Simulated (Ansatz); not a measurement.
HfC:
```xyz
4
Lattice="3.8399 0.0000 0.0000 -1.9200 3.3255 0.0000 0.0000 0.0000 4.6273" Properties=species:S:1:pos:R:3 pbc="T T T"
Hf     0.0000     2.2170     3.4705
Hf     1.9200     1.1085     1.1568
C      0.0000     2.2170     1.1568
C      1.9200     1.1085     3.4705
```

Relaxed with r²SCAN.

### Question
Map the electron localisation function on the plane through (0.333, 0.667, 0.750) spanned by u = [1, 1, 0] and v = [1, -1, 0] in lattice vectors, from r²SCAN in the plane-wave PAW code Ansatz.

### Answer
x is the fraction of u, y of v (the angle between them is 90°; rows are the nearest grid lines); atoms in the plane: Hf at (0.00, 0.00), Hf at (0.50, 0.50), C at (0.00, 0.33), C at (0.50, 0.83).
```
y \ x   0.000  0.105  0.158  0.263  0.368  0.474  0.526  0.632  0.737  0.842  0.895   1.00
------  -----  -----  -----  -----  -----  -----  -----  -----  -----  -----  -----  -----
1.00    0.747  0.846  0.803  0.223  0.393  0.723  0.723  0.393  0.223  0.803  0.846  0.747
0.909   0.835  0.680  0.412  0.344  0.793  0.688  0.688  0.793  0.344  0.412  0.680  0.835
0.848   0.305  0.160  0.158  0.696  0.705  0.054  0.054  0.705  0.696  0.158  0.160  0.305
0.758   0.054  0.202  0.453  0.758  0.797  0.707  0.707  0.797  0.758  0.453  0.202  0.054
0.697   0.066  0.158  0.292  0.500  0.576  0.606  0.606  0.576  0.500  0.292  0.158  0.066
0.606   0.131  0.071  0.048  0.114  0.488  0.650  0.650  0.488  0.114  0.048  0.071  0.131
0.545   0.513  0.249  0.102  0.374  0.841  0.829  0.829  0.841  0.374  0.102  0.249  0.513
0.455   0.804  0.756  0.548  0.258  0.779  0.836  0.836  0.779  0.258  0.548  0.756  0.804
0.394   0.516  0.753  0.787  0.286  0.429  0.767  0.767  0.429  0.286  0.787  0.753  0.516
0.303   0.108  0.605  0.776  0.711  0.179  0.054  0.054  0.179  0.711  0.776  0.605  0.108
0.242   0.774  0.799  0.795  0.696  0.331  0.067  0.067  0.331  0.696  0.795  0.799  0.774
0.152   0.227  0.182  0.145  0.107  0.080  0.065  0.065  0.080  0.107  0.145  0.182  0.227
0.0909  0.768  0.708  0.556  0.097  0.066  0.188  0.188  0.066  0.097  0.556  0.708  0.768
0.000   0.747  0.846  0.803  0.223  0.393  0.723  0.723  0.393  0.223  0.803  0.846  0.747
```

The density is the valence pseudo-density with augmentation charge, so density and ELF within about 1 Å of a nucleus are not all-electron values.

Space group P6_3/mmc. The start of the workflow was typed in or built on a structure type; the Crystallography Open Database copy checked does not list it. It is not the phase usual at ambient conditions (space group No. 225). The cell was relaxed with r²SCAN under the symmetry of its start; whether a distortion lowers the energy is not shown. No spin polarisation was allowed. Scalar-relativistic: spin–orbit coupling is off unless named, which matters more the heavier the elements.

Potentials: the later of the program's two PAW sets.
